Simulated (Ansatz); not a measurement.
The slice is one period of a {110} plane through atoms; its size isn't given.

The numbers are results of LDA (plane waves to 420 eV, PAW, scalar-relativistic; Ansatz, a program for electronic structure), not measurements. These are valence fields of a PAW run, semicore shells included where kept as valence: close to a nucleus they are smooth pseudo fields.

```
|@@@%#*=:.      .:=*#%@@|
|@@@%#+-:.      .:-+#%@@|
|%%%#*=-..      ..-=*#%%|
|###*+-:..      ..:-+*##|
|**+=-::..........::-=+*|
|==--::............::--=|
|::::....::::::::....:::|
|......:::------:::.....|
|.....::--======--::....|
|....::-==++**++==-::...|
|....:-=+**####**+=-:...|
|...::-=*#%%%%%%#*=-::..|
|...:-=+#%@@@@@@%#+=-:..|
|..::-=*#%@@@@@@%#*=-::.|
|..::-+*%@@@@@@@@%*+-::.|
|..::-+*%@@@@@@@@%*+-::.|
|..::-+*%@@@@@@@@%*+-::.|
|..::-=*#%@@@@@@%#*=-::.|
|...:-=+#%@@@@@@%#+=-:..|
|...::-=*#%%%%%%#*=-::..|
|....:-=+**####**+=-:...|
|....::-==++**++==-::...|
|.....::--======--::....|
|......:::------:::.....|
|::::....::::::::....:::|
|==--::............::--=|
|**+=-::..........::-=+*|
|###*+-:..      ..:-+*##|
|%%%#*=-..      ..-=*#%%|
|@@@%#+-:.      .:-+#%@@|
|@@@%#*=:.      .:=*#%@@|
|@@@%#*=:.      .:=*#%@@|
```
Scale: ten equal steps from -0.88 (start of ' ') to 0.96 (end of '@'), in the order ' .:-=+*#%@'. Values: log₁₀ of the valence density in e/Å³. The map has 23 points along u (one character each, u = 0 at the left) and 32 along v (v = 0 in the bottom row). The scale is logarithmic, as a density can span decades between atoms and voids.

```
|xxxxxxxx99885511000000111100000011558899xxxxxx|
|xxxxxxxx99884400000011111111000000448899xxxxxx|
|xxxx9999996622000000112222110000002266999999xx|
|9999999977441100001122333322110000114477999999|
|9999886644110000112233444433221100001144668899|
|5555442211001111333344444444333311110011224455|
|1111110000112233444444444444444433221100001111|
|0000001111223344444444444444444444332211110000|
|1111112233334444444444444444444444443333221111|
|2233333344444444555566666666555544444444333333|
|4444444444444455667777888877776655444444444444|
|5544444433335566888899888899888866553333444444|
|55554433333355778899xxxxxxxx998877553333334455|
|554444332233557788xxxxxxxxxxxx8877553322334444|
|554433222233557788xxxxxxxxxxxx8877553322223344|
|5544332222335577xxxxxxxxxxxxxxxx77553322223344|
|554433222233557788xxxxxxxxxxxx8877553322223344|
|554444332233557788xxxxxxxxxxxx8877553322334444|
|55554433333355778899xxxxxxxx998877553333334455|
|5544444433335566888899888899888866553333444444|
|4444444444444455667777888877776655444444444444|
|2233333344444444555566666666555544444444333333|
|1111112233334444444444444444444444443333221111|
|0000001111223344444444444444444444332211110000|
|1111110000112233444444444444444433221100001111|
|5555442211001111333344444444333311110011224455|
|9999886644110000112233444433221100001144668899|
|9999999977441100001122333322110000114477999999|
|xxxx9999996622000000112222110000002266999999xx|
|xxxxxxxx99884400000011111111000000448899xxxxxx|
|xxxxxxxx99885511000000111100000011558899xxxxxx|
|xxxxxxxx99995511000000000000000011559999xxxxxx|
```
Scale: ten equal steps from 0.06 (start of '0') to 0.75 (end of '9'), in the order '0123456789'. Values: electron localisation function (ELF). The map has 23 points along u (two characters each, u = 0 at the left) and 32 along v (v = 0 in the bottom row). Points within 0.5 Å of a nucleus are blanked (x), as the pseudised field means little there.

**Question.** Which relaxed crystal do these maps come from?
A) ScIr (CsCl type)
B) CuPd (CsCl type)
C) GaIr (CsCl type)

**Answer.** A, ScIr (CsCl type). Atoms on the slice: Sc at (0.00, 0.00); Ir at (0.50, 0.50)

All were relaxed with their symmetry unable to fall. CuPd is run without spin polarisation. GaIr is run without spin polarisation. ScIr is run without spin polarisation. Spin-orbit coupling is left out.
